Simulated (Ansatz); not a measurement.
A geometry of Sn away from equilibrium: step 2 of the relaxation of a relaxed Sn cell shaken by Gaussian noise of σ = 0.08 Å a coordinate. Calculation: PBEsol (plane waves to 420 eV, PAW, scalar-relativistic; Ansatz, a first-principles code). Γ-centred k-mesh 6×6×6 on the run's cell (coarser than for final values), Fermi–Dirac smearing 0.05 eV.

```yaml
crystal:
  lattice:
    - [6.01374, 0.00555, -0.02627]
    - [0.00555, 5.97871, 0.00342]
    - [-0.02627, 0.00342, 6.02130]
  atoms:
    - { symbol: Sn, position: [0.23964, 0.01451, 0.52038] }
    - { symbol: Sn, position: [0.74270, 0.00465, 0.49001] }
    - { symbol: Sn, position: [0.98332, 0.51031, 0.24208] }
    - { symbol: Sn, position: [0.00988, 0.52037, 0.74543] }
    - { symbol: Sn, position: [0.49069, 0.23652, 0.99643] }
    - { symbol: Sn, position: [0.49791, 0.73995, 0.99184] }
    - { symbol: Sn, position: [0.99951, 0.00563, 0.00207] }
    - { symbol: Sn, position: [0.49360, 0.52255, 0.48910] }
```

Question: Which atoms carry the largest force, and which way does it point?

Answer: 0.16 eV/Å, on Sn6 (atoms numbered as listed); on Sn6 its components are (0.03, -0.16, -0.01).

Question: What is the pressure?

Answer: -0.1 GPa, compression positive.

Question: How far above the relaxed end point is this geometry?

Answer: 0.09 to 0.10 eV/atom (the two k-meshes of the run give this range); the path ends in P6/mmm (No. 191) (AFLOW prototype A_hP1_191_a (A_f, as in Sn)).

No spin polarisation in the result.

The end of the path is a generated cell of Sn: the first start was made by placing the elements on the sites of a structure type, and the end was not matched to a known phase here, so it may be hypothetical. Known forms of Sn include space group No. 141, 227.
